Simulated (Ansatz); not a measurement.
Start of a relaxation, N2 put at a top Co site (Co, P6_3/mmc (No. 194), (0 0 1) face):

```xyz
14
Lattice="4.9380 0.0000 0.0000 -2.4690 4.2764 0.0000 0.0000 0.0000 24.0932" Properties=species:S:1:pos:R:3 pbc="T T T"
Co    0.0000    1.4255    8.5000
Co   -1.2345    3.5637    8.5000
Co    2.4690    1.4255    8.5000
Co    1.2345    3.5637    8.5000
Co    1.2345    0.7127   10.4852
Co    0.0000    2.8509   10.4852
Co    3.7035    0.7127   10.4852
Co    2.4690    2.8509   10.4852
Co    0.0000    1.4255   12.4704
Co   -1.2345    3.5637   12.4704
Co    2.4690    1.4255   12.4704
Co    1.2345    3.5637   12.4704
N     1.2345    3.5637   14.6504
N     1.2345    3.5637   15.7504
```

Level of theory: Ansatz 0.2.0, DFT PBE+D3(BJ), scalar-relativistic, plane waves, PAW. Cutoff 420 eV; k points 6×6×1 on the computed 14-atom cell (Γ-centred); Gaussian smearing, width 0.10 eV; collinear spin. A dipole correction removes the field between periodic images along c.

Atoms 1, 2, 3, 4 (counted from 1) are held. The cell is fixed. Force threshold 0.03 eV/Å.

**Question.** Where does it end?

**Answer.** The energy falls by 0.347 eV in 6 steps, to:

```xyz
14
Lattice="4.9380 0.0000 0.0000 -2.4690 4.2764 0.0000 0.0000 0.0000 24.0932" Properties=species:S:1:pos:R:3 pbc="T T T"
Co    0.0000    1.4255    8.5000
Co   -1.2345    3.5637    8.5000
Co    2.4690    1.4255    8.5000
Co    1.2345    3.5637    8.5000
Co    1.2345    0.7127   10.4520
Co    0.0093    2.8563   10.4874
Co    3.7035    0.7020   10.4874
Co    2.4597    2.8563   10.4874
Co    0.0005    1.4252   12.4191
Co   -1.2345    3.5642   12.4191
Co    2.4685    1.4252   12.4191
Co    1.2345    3.5637   12.6407
N     1.2345    3.5637   14.4454
N     1.2345    3.5637   15.5677
```

The end is the local minimum or symmetric point that this start leads to. The slab is only 4.0 Å thick, so the energy isn't converged with thickness.

Moments started parallel, and an antiferromagnetic order may lie lower. Semilocal functionals without U can misjudge the magnetic state of such a slab.

Cost: 1 run of about 9.2 core-minutes, on Intel Xeon Platinum 8488C (Sapphire Rapids) (shared hosts).